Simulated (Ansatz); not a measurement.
This run works on a generated trial structure, not on a known crystal.

Input and command of a plane-wave DFT calculation in Ansatz:

```yaml
crystal:
  lattice:
    - [5.10787078, 0.0, 0.0]
    - [0.0, 8.91778408, 0.0]
    - [0.0, 0.0, 5.76605683]
  atoms:
    - { symbol: Na, position: [0.0, 0.0, 0.24444876] }
    - { symbol: Na, position: [0.5, 0.5, 0.75555124] }
    - { symbol: Na, position: [0.0, 0.0, 0.75555124] }
    - { symbol: Na, position: [0.5, 0.5, 0.24444876] }
    - { symbol: Te, position: [0.2333415, 0.80271951, 0.0] }
    - { symbol: Te, position: [0.7666585, 0.19728049, 0.0] }
    - { symbol: Te, position: [0.7333415, 0.69728049, 0.0] }
    - { symbol: Te, position: [0.2666585, 0.30271951, 0.0] }
    - { symbol: H, position: [0.5, 0.0, 0.0] }
    - { symbol: H, position: [0.0, 0.5, 0.0] }
basis:
  ecutwfc: 420
kpoints:
  mp_grid: { grid: [3, 2, 3] }
hamiltonian:
  xc: pbe
scf:
  occupations: { method: gaussian, width: 0.2 }
  lower_state_search: "off"
output:
  forces: true
  stress: true
  eigenvalues: true
relax:
  adjacent_minimum: "off"
  f_tol: 0.08
  max_steps: 16
  cell: { stress_tol: 0.8 }
```

```bash
ansatz run input.yaml --threads 1 --pin off --max-ram 2560MiB --backend cpu --events-out ev --progress --plain --runs-dir out
```

Processor: Arm Neoverse V1, 1 thread, on a host shared with other jobs.

Problem. How long does it run, and how much memory does it take?

Solution. About 2.4 min, peak memory 0.64 GiB. It solves 62 bands at 8 k points (after reduction by symmetry) with about 8549 plane waves (on the last cell), in 79 SCF iterations over 12 ionic steps.
